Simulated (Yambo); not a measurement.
# Bethe-Salpeter results for BaNiF6

```
BaNiF6
1.0
    3.65756     2.11169     2.32513
   -3.65756     2.11169     2.32513
    0.00000    -4.22339     2.32513
F Ni Ba
6 1 1
Cartesian
  0.00000   2.79244   3.58842
  0.00000  -2.79244   3.38697
 -2.41832  -1.39622   3.58842
  2.41832   1.39622   3.38697
  2.41832  -1.39622   3.58842
 -2.41832   1.39622   3.38697
  0.00000   0.00000   0.00000
  0.00000   0.00000   3.48770
```

The geometry is that of Materials Project entry mp-613910, symmetrised and not relaxed again.

BSE in Yambo on LDA (pw.x of Quantum ESPRESSO, ONCV potentials, scalar-relativistic) bands: 4×4×4 mesh, 21 valence and 3 conduction bands, static screening with 75 bands and a 3 Ry block, scissor 3.00 eV, Tamm-Dancoff; field along x.

```json
[
 {"state": "1", "energy (eV)": "0.75", "states within 2 meV": "1", "relative strength": "< 0.01", "class": "dark", "main transitions": "several band pairs"},
 {"state": "2", "energy (eV)": "0.83", "states within 2 meV": "2", "relative strength": "< 0.01", "class": "dark", "main transitions": "several band pairs"},
 {"state": "3", "energy (eV)": "1.57", "states within 2 meV": "1", "relative strength": "< 0.01", "class": "dark", "main transitions": "several band pairs"},
 {"state": "4", "energy (eV)": "1.58", "states within 2 meV": "2", "relative strength": "0.03", "class": "dark", "main transitions": "several band pairs"},
 {"state": "5", "energy (eV)": "2.36", "states within 2 meV": "2", "relative strength": "0.01", "class": "dark", "main transitions": "several band pairs"},
 {"state": "6", "energy (eV)": "2.58", "states within 2 meV": "1", "relative strength": "< 0.01", "class": "dark", "main transitions": "several band pairs"},
 {"state": "7", "energy (eV)": "2.76", "states within 2 meV": "2", "relative strength": "0.96", "class": "weak", "main transitions": "several band pairs"},
 {"state": "8", "energy (eV)": "2.81", "states within 2 meV": "2", "relative strength": "< 0.01", "class": "dark", "main transitions": "several band pairs"}
]
```

These are vertical excitations (zero momentum). The direct quasiparticle gap on this mesh is 4.24 eV; counted from there, state 1 is bound by 3.49 eV. Convergence with the mesh was not shown.

Spin singlets only. Strengths are relative to the strongest of the lowest states of this run; strong means a line over 3 % of the spectrum's maximum, dark under 0.03 %. Absolute energies carry the error of the G0W0 scissor, whose convergence isn't established; the long-wavelength screening was taken along (1,1,1) although the crystal is anisotropic.

The 3d shell has no Hubbard U; the runs are without spin polarisation, and magnetic order was not tried.

The structure is a Materials Project entry; no match was found in the copy of COD used, and its stability was not checked.
